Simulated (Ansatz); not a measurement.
In r²SCAN in the plane-wave PAW code Ansatz, Al$_{3}$GaN$_{4}$ in the trigonal phase (P3m1; Pearson symbol hP8) relaxes to a = 3.125 Å, c = 10.073 Å. Ga has 4 nearest neighbours from 1.92 Å (tetrahedral); N on 1b has 4 nearest neighbours from 1.89 Å (tetrahedral); Al on 1c has 4 nearest neighbours from 1.89 Å (tetrahedral); N on 1c has 4 nearest neighbours from 1.90 Å (tetrahedral). Against the elements it lies at -132 kJ/mol of atoms, with no fitted shifts.

The Kohn–Sham gap is 3.90 eV (direct). The valence maximum lies at Γ and the conduction minimum at Γ. HSE06 on the same cell gives 4.70 eV. Gap from r²SCAN with spin–orbit coupling: 3.90 eV. The electron mass is 0.28 mₑ (isotropic).

The bulk modulus is 2070 kbar. The relaxed-ion elastic constants in GPa are C11 = 396, C12 = 137, C13 = 102, C14 = -1.2, C33 = 395, C44 = 114. The elastic constants imply a Debye temperature near 844 K. Bader charges are Ga +1.66, N -2.48 to -1.87, Al +2.48 to +2.49 e.

The start of the workflow was typed in or built on a structure type; neither database checked (COD, Materials Project) lists it. Its standing as an ambient phase is unchecked. Symmetry was held in the r²SCAN relaxation; whether a distortion lowers the energy is not shown. The references are the lowest solids computed at this level, not always the standard phases (solids in place of the gases). Spin–orbit coupling is left out wherever it is not named.

Potentials: the earlier of the program's two PAW sets. The files were generated under PBE; for other functionals the program regenerates the frozen cores, and for LDA and PBEsol the local potential too.
